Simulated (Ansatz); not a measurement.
Consider the following.

SiO$_{2}$:
Space group P4₂/mnm (No. 136); a = 4.185 Å, b = 4.185 Å, c = 2.669 Å, α = 90.00°, β = 90.00°, γ = 90.00°

```
atom  site  symmetry       x       y       z
----  ----  --------  ------  ------  ------
Si      2a      m.mm  0.0000  0.0000  0.0000
O       4f      m.2m  0.3061  0.3061  0.0000
```

This is the r²SCAN-relaxed structure.

Problem. All from plane-wave PAW r²SCAN (Ansatz code), unless another level is named. Predict the electron effective mass.

Solution. 0.38, 0.48, 0.48 mₑ (principal values).

Problem. Next, the hole effective mass?

Solution. 1.1, 1.1, 1.7 mₑ (principal values).

Problem. Next, the formation energy from the elements (no fitted shifts)?

Solution. -2.85 eV/atom.

Problem. What about the band gap?

Solution. 6.51 eV (direct).

Problem. Give the valence-band maximum.

Solution. at Γ.

Problem. And the weight of the conduction-edge state by species (Voronoi cells)?

Solution. O 53 %, Si 47 %.

Space group P4_2/mnm (rutile). This is a known high-pressure phase of the composition, computed here at zero pressure and temperature. Symmetry was held in the r²SCAN relaxation; whether a distortion lowers the energy is not shown. The volume moved by 38 % from the start of the relaxation. The references are the lowest solids computed at this level, not always the standard phases (solids in place of the gases).

Potentials: the later of the program's two PAW sets.
